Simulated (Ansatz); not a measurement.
Ansatz (a first-principles code) input:

Ansatz 0.2 input:
```yaml
crystal:
  lattice:
    - [2.8772198284, 0.0, 0.0]
    - [0.0, 2.8772198284, 0.0]
    - [0.0, 0.0, 3.6243440414]
  atoms:
    - { symbol: Au, position: [0.0, 0.0, 0.0] }
    - { symbol: Cu, position: [0.5, 0.5, 0.5] }
kpoints:
  mp_grid: { grid: [14, 14, 11] }
basis: { xc_grid: 2 }
hamiltonian:
  xc: pbe
  pseudopotentials: { kind: paw }
scf:
  occupations: { method: gaussian, width: 0.1 }
checkpoint: { read: metal.run }
output: { bader: true, populations: true }
```

Output (shortened):

```
Pseudopotentials: kind: paw
Pseudopotential: Au, paw, valence charge 19
Pseudopotential: Cu, paw, valence charge 19
Functional definition: PBE
Crystal: 2 atoms, lattice volume = 30.004 Å³
Basis set: ecut = 420 eV, 593 PW (Γ), exchange–correlation on 40×40×50 points (8 copies of the dense FFT grid, shifted against one another)
Bands: 27, of which v1, the nominal top of the filled ones, is band 19 counted from 1 (18 counted from 0)
Symmetry: 16 space group operations
Space group: P4/mmm (ITA 123), of the structure as read, at distance tolerance 3.1e-5 Å
k-points: 216 of 2156
Initial density: read from a saved state, or passed on in memory by an earlier SCF of this step, an earlier step, the calling program or the single point that …
Stability of the state it starts from, as read at its close in the unpolarized treatment …
Initial wavefunctions: pseudopotential atomic-orbital guess
Eigensolver: davidson
Functional: x = pbe(κ = 0.804, μ = 0.2195149727645171), c = pbe(β = 0.06672455060314922)
iter 1 solved again at ethr=2.15e-9 eV; its pass at ethr=3.10e-3 eV (dr2=8.17e-7 eV) is discarded
SCF iter   1: F=—  HF=-19774.609506 eV  |F-HF|=—  |Δ(HF+E_count)|=         —  Δρ=4.60e-7  dr2=5.63e-11  ethr=2.15e-9  ⟨swp⟩=4.3  Hψ=42121  notcnv=0
all-band conjugate gradients solve this SCF's bands
preconditioner: auto → Kerker (q_TF=auto, 2.838 Å⁻¹)
SCF iter   2: F=-19774.609506 eV  HF=-19774.609506 eV  |F-HF|=1.09e-11  |Δ(HF+E_count)|=   1.09e-8  Δρ=3.01e-7  dr2=1.61e-11  ethr=1.00e-12  ⟨swp⟩=5.5  Hψ=20376  notcnv=0
SCF 1 converged in 2 iterations: F = -19774.609506 eV  dr2 = 1.61e-11
SCF converged after 2 iterations
Free energy (F): -19774.609506 eV
Harris-Foulkes:  -19774.609506 eV  (|F-HF|=1.09e-11)
Internal energy: -19774.606348 eV  (E = F + TS)
E sigma→0 (E₀):  -19774.607927 eV
Entropy (-TS):   -0.003158 eV (-1.579 meV/atom)
Fermi energy:    18.191799 eV
--- Per-component energies (eV) ---
  E_band       = -581.484396
  E_kinetic    = 903.671702
  E_local      = -5995.654370  (includes V_loc(G=0)·N_el)
  E_nonlocal   = 468.518320
  E_hartree    = 2626.728527
  E_xc         = -316.900869
  E_vxc        = -389.924417  (∫ρ·V_xc dr)
  E_paw        = -11373.832471  (= ΣΔE_a)
  E_vpaw       = -821.554674  (= ΣTr[D̂ρ^β])
  E_aug_tail   = 0.001705  (compensation charges beyond the density's cutoff)
  E_ewald      = -6087.138892
  E_smearing   = -0.003158  (= −TS)
  E_closure    = 0.000000  (closes the sum)
  Σ components = -19774.609506   (vs F -19774.609506, Δ=0.00e0)
  [band-id]    e_kinetic+e_local+e_nonlocal+2·e_hartree+e_vxc+e_vpaw+e_augmentation_tail = -581.484681   (vs E_band -581.484396, Δ=-2.85e-4)
--- Band table (eV; the first three rows and the last of 216) ---
  k-point 0: bands = ["-93.9669", "-87.4659", "-51.3572", "-51.3462", "-51.3462", "-38.8916", "-38.8464", "-38.8464", "8.7376", "11.9550", "12.0771", "14.2594", "14.2594", "15.1735", "15.6011", "16.2205", "16.5989", "16.8030", "16.8030", "20.9259", "26.7017", "27.6278", "27.6278", "34.1870", "34.3268", "35.6769", "38.5351"]
  k-point 1: bands = ["-93.9669", "-87.4659", "-51.3572", "-51.3462", "-51.3462", "-38.8921", "-38.8464", "-38.8464", "8.8436", "11.9764", "12.1140", "14.2756", "14.2756", "15.1911", "15.5705", "16.1967", "16.5787", "16.7372", "16.7372", "20.2352", "27.5536", "27.8314", "27.8314", "33.9095", "34.1460", "36.1736", "38.3046"]
  k-point 2: bands = ["-93.9669", "-87.4659", "-51.3573", "-51.3462", "-51.3462", "-38.8935", "-38.8464", "-38.8464", "9.1524", "12.0356", "12.2168", "14.3225", "14.3225", "15.2411", "15.4866", "16.1251", "16.5216", "16.5617", "16.5617", "18.8240", "28.4187", "28.4187", "29.4458", "33.2737", "34.0330", "37.0171", "37.5649"]
  k-point 215: bands = ["-93.9654", "-87.4575", "-51.3583", "-51.3583", "-51.3554", "-38.9548", "-38.9548", "-38.8769", "11.9729", "12.6848", "12.6848", "14.7202", "15.1782", "15.1782", "15.3639", "16.2075", "16.4544", "16.6069", "23.2804", "23.4228", "23.4228", "23.7618", "25.0561", "25.4739", "25.4739", "27.6172", "41.8168"]
  band table: 27 of 27 bands, residual norms ≤ 1.0e-3 eV
--- Löwdin populations: 2 sites ---
  site symbol       q [e]
     0     Au     18.8820
     1     Cu     18.7885
  spilling = 0.008671 (of n_electrons = 38.000000)
--- Bader charges: 2 sites ---
  site symbol  charge [e]  shift [e]
     0     Au     -0.3278     0.0030
     1     Cu      0.3278     0.0030
  shift: an alarm, by how much a part of what the PAW files miss would move the charge. Where it is large, compare
  with a run on PAW files of another source; a small one proves nothing
  estimated error of the sums over rays = 3.6e-4 e
```

Cost: roughly 15 core-seconds on shared cores.

The cell was relaxed with PBE under the symmetry of its start; of distortions, only those at the zone centre were tested. No spin polarisation was allowed. Axis ratios of metals converge slowly with the k-mesh, so a and c are less sure than the volume. Scalar-relativistic: spin–orbit coupling is off unless named, which matters more the heavier the elements.

Potentials: the later of the program's two PAW sets.

Ansatz is a plane-wave DFT program.
